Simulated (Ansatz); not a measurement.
One crystal and one scan (frozen-phonon scan) at two levels, PBE (plane waves to 420 eV, PAW, scalar-relativistic; Ansatz, a quantum-chemistry and plane-wave program) and r2SCAN (plane waves to 500 eV, PAW, scalar-relativistic; Ansatz), each from its own relaxed cell and on its own mesh.

The crystal is AlRu (CsCl type); a phonon pattern at Γ is frozen into a 2-atom cell, Q being the largest atomic displacement.

AlRu is run without spin polarisation. AlRu was relaxed with its symmetry unable to fall. With partly filled bands, energies and forces of such displacements shift with the k mesh and the smearing.

```tsv
quantity	run 1	run 2
Lattice constant a (Å)	2.983	3.004
Harmonic wavenumber from the curvature (finite differences) (cm⁻¹ (negative: imaginary))	323	307
```

Question: Which run is which level?

Answer: Run 2 is PBE, run 1 is r2SCAN. PBE gives the higher value for: lattice constant a. PBE gives the lower value for: harmonic wavenumber from the curvature. Both give the same shape of the curve: a single well with its minimum at or next to zero displacement.

(For displaced atoms, the force is minus the slope of the energy, and its curvature is a force constant, which sets phonon frequencies.)
